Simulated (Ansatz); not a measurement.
TiO in space group Pm-3m (No. 221; Ti on 3c, O on 3d) under volume change, plane-wave PAW r²SCAN (Ansatz code), scaled uniformly.

```tsv
V (Å³/atom)	E − E(relaxed) (meV/atom)	P (GPa)
10.142	73.0	25.42
10.476	30.6	15.52
10.811	7.2	7.10
11.145	0.0	0.03
11.479	6.5	-6.08
11.814	24.8	-11.35
12.148	53.3	-15.85
```

Task: What does a third-order Birch–Murnaghan fit give for V₀, B₀ and B′?

Result: V₀ = 11.14 Å³/atom, B₀ = 220 GPa, B′ = 4.2.

The workflow started from a Materials Project entry (that database holds measured and hypothetical structures alike); the Crystallography Open Database copy checked does not list it. COD files the formula under space group No. 12, 225. Whether it is the stable phase at ambient conditions was not checked. The cell was relaxed with r²SCAN under the symmetry of its start; its stability against distortions is not shown here. The final state is ferromagnetic, the only order run, not a proven ground state. Other orbital occupations within this spin state were not tried. No Hubbard U is applied.

Potentials: the later of the program's two PAW sets.
